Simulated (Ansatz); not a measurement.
TaAg:
Space group Cmcm (No. 63); a = 2.678 Å, b = 11.313 Å, c = 4.501 Å, α = β = γ = 90.00°

| atom | site | symmetry | x | y | z |
|---|---|---|---|---|---|
| Ta | 4c | m2m | 0.0000 | 0.3194 | 0.2500 |
| Ag | 4c | m2m | 0.0000 | 0.0641 | 0.2500 |
(The calculation used a cell of 4 atoms; values per cell refer to that cell.)

Relaxed at zero pressure with PBEsol (plane waves, PAW; program Ansatz).

The volume is lowered by 6 % and shape and atoms relax at that volume. What pressure results, and how do the axes share the change?

12.2 GPa; a -1.7 %, b -2.7 %, c -1.7 %; the energy rises by 37 meV/atom.

Give the new structure.


Space group Cmcm (No. 63); a = 2.633 Å, b = 11.002 Å, c = 4.424 Å, α = 90.00°, β = 90.00°, γ = 90.00°

| atom | site | symmetry | x | y | z |
|---|---|---|---|---|---|
| Ta | 4c | m2m | 0.0000 | 0.3208 | 0.2500 |
| Ag | 4c | m2m | 0.0000 | 0.0642 | 0.2500 |

The phase is kept; no other phase was compared at this pressure.

The start of the workflow was typed in or built on a structure type; neither database checked (COD, Materials Project) lists it. Its standing as an ambient phase is unchecked. Symmetry was held in the PBEsol relaxation; whether a distortion lowers the energy is not shown. The run is not spin-polarised. Its formation energy is positive at this level, so the cell may be metastable or incomplete. Axis ratios of metals converge slowly with the k-mesh, so a and c are less sure than the volume. Spin–orbit coupling is left out wherever it is not named.

Potentials: the later of the program's two PAW sets.
